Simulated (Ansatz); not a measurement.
LaH3:
```
LaH3
1.0
    0.00000     2.78648     2.78648
    2.78648     0.00000     2.78648
    2.78648     2.78648     0.00000
La H
1 3
Direct
  0.00000   0.00000   0.00000
  0.50000   0.50000   0.50000
  0.75000   0.75000   0.75000
  0.25000   0.25000   0.25000
```

Cartesian axes are those of the cell as given.

Problem. Give the high-frequency dielectric tensor and the Born effective charge tensors of the independent atoms from DFPT, r²SCAN in the plane-wave PAW code Ansatz.

Solution. 
ε∞:
```
9.86  0.00  0.00
0.00  9.86  0.00
0.00  0.00  9.86
```
Z* of atom 1 (La), rows: field, columns: displacement, in e:
```
4.42  0.00  0.00
0.00  4.42  0.00
0.00  0.00  4.42
```
Z* of atom 2 (H), rows: field, columns: displacement, in e:
```
-1.64   0.00   0.00
 0.00  -1.64   0.00
 0.00   0.00  -1.64
```
Z* of atom 3 (H), rows: field, columns: displacement, in e:
```
-1.39   0.00   0.00
 0.00  -1.39   0.00
 0.00   0.00  -1.39
```

Static charges for comparison (Bader): La1 +1.86, H2 -0.59, H3 -0.64 e. Born charges measure polarisation by displacement and can exceed these by far.

Space group Fm-3m. The workflow started from a Materials Project entry (that database holds measured and hypothetical structures alike); the Crystallography Open Database copy checked does not list it. Its standing as an ambient phase is unchecked. The r²SCAN relaxation kept the symmetry of its start. At this level the phase is dynamically unstable (imaginary phonons). Spin–orbit coupling is left out wherever it is not named.

Potentials: the later of the program's two PAW sets.
